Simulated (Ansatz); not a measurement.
**CuI, first-principles data**

CuI:
```cif
data_Cu3I3
_chemical_formula_sum 'Cu3 I3'
_space_group_name_H-M_alt 'P3121'
_space_group_IT_number 152
_space_group_name_Hall 'P 31 2"'
_cell_length_a 5.35747
_cell_length_b 5.35747
_cell_length_c 10.05885
_cell_angle_alpha 90.000
_cell_angle_beta 90.000
_cell_angle_gamma 120.000
loop_
_atom_site_label
_atom_site_type_symbol
_atom_site_symmetry_multiplicity
_atom_site_Wyckoff_symbol
_atom_site_fract_x
_atom_site_fract_y
_atom_site_fract_z
_atom_site_occupancy
Cu1 Cu 3 a 0.83004 0.83004 0.00000 1
I1 I 3 b 0.37850 0.37850 0.50000 1
```

Space group P3_121 (No. 152); conventional cell a = b = 5.357 Å, c = 10.059 Å, α = β = 90.00°, γ = 120.00°.

Method: PBE in the plane-wave PAW code Ansatz. Geometry: relaxed at this level of theory. Other levels are named where they apply.

### Cell and energy

| Quantity | Result |
|---|---|
| Volume per atom | 41.67 Å³ |
| Density | 3.79 g/cm³ |
| Formation energy from the elements (no fitted shifts) | -0.003 eV/atom |

### Electronic structure

| Item | Result |
|---|---|
| Band gap | 2.63 eV (indirect) |
| Valence-band maximum | on the Γ–M line, 96 % of the way from Γ |
| Conduction-band minimum | at Γ |
| Smallest direct gap on the standard path | 2.70 eV |
| Electron effective mass | 0.45, 0.57, 0.57 mₑ (principal values) |

### Magnetism

| Property | Result |
|---|---|
| Magnetic order | non-magnetic (starting moments vanished) |

The start of the workflow was typed in or built on a structure type; neither database checked (COD, Materials Project) lists it. It is not the phase usual at ambient conditions (space group No. 216). The cell was relaxed with PBE under the symmetry of its start; its stability against distortions is not shown here. The workflow began spin-polarised and lost its moments. The volume moved by 63 % from the start of the relaxation. The references are the lowest solids computed at this level, not always the standard phases. Spin–orbit coupling is left out wherever it is not named.

Potentials: the earlier of the program's two PAW sets.
